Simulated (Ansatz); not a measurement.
SiO₂:
```
SiO2
1.0
    4.19451     0.00000     0.00000
    0.00000     4.19451     0.00000
    0.00000     0.00000     2.67822
Si O
2 4
Direct
  0.50000   0.50000   0.50000
  0.00000   0.00000   0.00000
  0.69395   0.69395   0.00000
  0.30605   0.30605   0.00000
  0.80605   0.19395   0.50000
  0.19395   0.80605   0.50000
```

Relaxed with PBEsol. Independent-particle spectrum: no excitons, no local fields, no scissors shift; 0.1 eV broadening; ε₁ of the summed bands alone.

Task: Tabulate the dielectric function from PBEsol (plane waves, PAW; program Ansatz).

Result: 

```csv
E (eV),ε₁ xx,ε₂ xx,ε₁ zz,ε₂ zz
0.0,3.31,0.00,3.56,0.00
0.3,3.31,0.00,3.56,0.00
0.6,3.31,0.00,3.57,0.00
0.9,3.32,0.00,3.57,0.00
1.2,3.33,0.00,3.58,0.00
1.5,3.34,0.00,3.60,0.00
1.8,3.35,0.00,3.61,0.00
2.1,3.37,0.00,3.63,0.00
2.4,3.39,0.00,3.65,0.00
2.7,3.42,0.00,3.68,0.00
3.0,3.45,0.00,3.71,0.00
3.3,3.48,0.00,3.74,0.00
3.6,3.52,0.00,3.78,0.00
3.9,3.56,0.00,3.82,0.00
4.2,3.61,0.00,3.87,0.00
4.5,3.67,0.00,3.92,0.00
4.8,3.73,0.00,3.98,0.00
5.1,3.81,0.00,4.05,0.00
5.4,3.91,0.00,4.13,0.00
5.7,4.03,0.01,4.22,0.00
6.0,4.19,0.02,4.32,0.00
6.3,4.47,0.17,4.44,0.00
6.6,4.48,0.41,4.58,0.01
6.9,4.49,0.53,4.75,0.02
7.2,4.51,0.61,4.95,0.05
7.5,4.57,0.67,5.20,0.09
7.8,4.66,0.70,5.59,0.17
8.1,4.84,0.73,5.81,0.67
8.4,5.10,0.96,5.83,0.86
8.7,5.34,1.21,5.97,1.00
9.0,5.41,1.71,6.20,1.17
9.3,5.37,2.13,6.54,1.42
9.6,4.79,2.61,6.78,1.95
9.9,4.67,2.42,6.83,2.58
10.2,4.59,2.30,6.75,3.19
10.5,4.79,2.02,6.72,2.54
10.8,5.32,2.42,7.57,3.31
11.1,5.66,2.75,8.34,3.92
11.4,5.95,3.66,9.44,7.23
11.7,5.69,4.70,6.24,8.23
12.0,4.29,5.44,5.97,8.85
```

Task: From ε at 6.8 eV (xx: 4.49 + 0.49i), find n, k, the normal reflectivity and the absorption coefficient.

Result: n = 2.12, k = 0.115, R = 13 %, α = 2kE/ħc = 79000 cm⁻¹.

With all bands, ε∞ without local fields is 3.52 (xx = yy), 3.74 (zz). DFPT, with local fields, gives 3.43 (xx = yy), 3.60 (zz).

Space group P4_2/mnm (rutile). This is a known high-pressure phase of the composition, computed here at zero pressure and temperature. Symmetry was held in the PBEsol relaxation; whether a distortion lowers the energy is not shown.

Potentials: the earlier of the program's two PAW sets. The files were generated under PBE; for other functionals the program regenerates the frozen cores, and for LDA and PBEsol the local potential too.
